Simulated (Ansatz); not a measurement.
# BiAu: frozen-core PAW against all-electron methods

```
Au Bi
1.0
     0.00000    2.97245    2.97245
     2.97245    0.00000    2.97245
     2.97245    2.97245    0.00000
Au Bi
1 1
Direct
  0.00000 0.00000 0.00000
  0.50000 0.50000 0.50000
```

Atoms are numbered in the order listed.

Conventional cell: a = 5.945 Å, b = 5.945 Å, c = 5.945 Å, α = 90.00°, β = 90.00°, γ = 90.00°. Au (atom 1) is surrounded by 6 Bi at 2.97 Å. Bi (atom 2) has 6 Au at 2.97 Å as nearest neighbours.

The structure comes from a relaxation in the same program, started in the rocksalt type, and has space group Fm-3m. Whether it is a known phase or the ground state wasn't checked.

Spin–orbit coupling is left out, though it moves levels of the heavy atoms by tenths of an eV or more.

All numbers are computed: DFT, PBE, PAW with Ansatz's default frozen-core files, scalar-relativistic (Ansatz 0.2.0); DFT, PBE, all-electron PAW with datasets made for the crystal, scalar-relativistic (Ansatz 0.2.0); DFT, PBE, all-electron LAPW, scalar-relativistic (Ansatz 0.2.0).

For PAW: a Γ-centred 12×12×12 k mesh, Fermi–Dirac smearing of 0.03 eV, cutoff 420 eV, no spin polarisation. The crystal-made all-electron datasets (AE datasets) take a cutoff of 260 eV at this cell. LAPW targets a basis error of 0.25 meV/atom. The Ansatz runs share mesh, smearing and spin set-up. Plane-wave (PAW) pressures include the program's estimate of the Pulay term.

Stress and pressure are positive in compression.

Levels count from the Fermi level.

```csv
quantity,PAW,AE datasets,LAPW
pressure (GPa),0.01,0.03,0.02
highest filled level at K (eV),-0.001,-0.001,-0.001
lowest empty level at K (eV),1.653,1.652,1.652
highest filled level at Γ (eV),-4.224,-4.224,-4.224
lowest empty level at Γ (eV),0.762,0.761,0.761
highest filled level at X (eV),-1.310,-1.311,-1.311
```

PAW's pressure differs from the LAPW value by about 0.01 GPa or less. Datasets made for the crystal and LAPW share parts of one code, so their agreement isn't an independent check.
